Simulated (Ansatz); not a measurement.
BaB2O4 in space group R-3c (No. 167; Pearson symbol hR42), r²SCAN in the plane-wave PAW code Ansatz. The conduction-band minimum lies at Γ, with 1 equivalent valley. Second derivatives d²E/dk² of the lowest band at one valley (eV·Å²), along Cartesian directions:

```csv
direction,d²E/dk²
[100],11.30
[010],11.30
[001],16.39
[110],11.30
[101],13.84
[011],13.85
```

Find the principal effective masses, the density-of-states mass and the conductivity mass.

Off-diagonal terms follow from H_xy = H[110] − (H_xx + H_yy)/2, and m*/mₑ = 7.620 eV·Å² over each eigenvalue: 0.46, 0.67, 0.67. One valley's DOS mass (m₁m₂m₃)^(1/3) = 0.60, conductivity mass 3/(Σ 1/mᵢ) = 0.59 mₑ.

What effective density of states Nc follows at 300 K for parabolic valleys?

Nc = 2.509e19 × 1 × (0.60)^(3/2) ≈ 1.2e19 cm⁻³.

The workflow started from a Materials Project entry (that database holds measured and hypothetical structures alike); the Crystallography Open Database files this formula in space group No. 167, but the cells were not matched. Its standing as an ambient phase is unchecked. Symmetry was held in the r²SCAN relaxation; whether a distortion lowers the energy is not shown. Spin–orbit coupling is left out wherever it is not named.

Potentials: the later of the program's two PAW sets.

Edges and masses are those of Kohn–Sham bands, whose gap is no quasiparticle gap.
